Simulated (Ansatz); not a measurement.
Al2Cu (Al2Cu type, space group I4/mcm)

```
Al2Cu
1.0
   -3.02971     3.02971     2.43697
    3.02971    -3.02971     2.43697
    3.02971     3.02971    -2.43697
Al Cu
4 2
Direct
  0.65828   0.15828   0.81655
  0.84172   0.65828   0.50000
  0.15828   0.34172   0.50000
  0.34172   0.84172   0.18345
  0.25000   0.25000   0.00000
  0.75000   0.75000   0.00000
```

E(V) scan at fixed shape, V₀ the volume above. The atoms relax within the cell's symmetry.

Method: PBE (plane waves to 420 eV, PAW, scalar-relativistic; Ansatz, a program for electronic structure). k mesh 12×12×12 (Γ-centred), Fermi-Dirac smearing 0.05 eV. E stands for the smeared free energy. Stress and pressure are positive under compression. With the shape held, the modulus is that of even scaling; a crystal free to change shape is softer. Al2Cu is run without spin polarisation. Al2Cu was relaxed with its symmetry unable to fall. The PAW data are Ansatz's earlier set. ΔE is measured from the relaxed starting cell. The last digit holds for this mesh only.

```csv
V (Å³/atom),ΔE (meV/atom)
12.527,163.2
12.925,107.1
13.322,64.9
13.720,34.6
14.118,14.6
14.515,3.5
14.913,0.0
15.311,3.2
15.708,12.0
16.106,withheld
16.504,43.7
16.901,65.3
17.299,90.0
```

Task: Fit a third-order Birch-Murnaghan form (E₀, V₀, B₀, B₀′ free) to the given rows and predict ΔE at V = 16.106.

Result: Least squares on the 12 given rows: ΔE = E₀ + (9V₀B₀/16)·y²·[2 + (B₀′ − 4)y], y = (V₀/V)^(2/3) − 1, with V₀ = 14.914 Å³/atom, B₀ = 99.33 GPa (160.2 GPa = 1 eV/Å³; the term in eV is multiplied by 1000), B₀′ = 4.52, E₀ = 0.06 meV/atom; root-mean-square residual 0.04 meV/atom. At 16.106 the fit gives 25.7 meV/atom; the calculation gives 25.7 meV/atom, the same to the digits shown. For the pressure the fit gives -6.4 GPa against the computed -6.4 GPa.

(Under strain, the slope of the energy per volume gives the stress and its curvature an elastic modulus.)
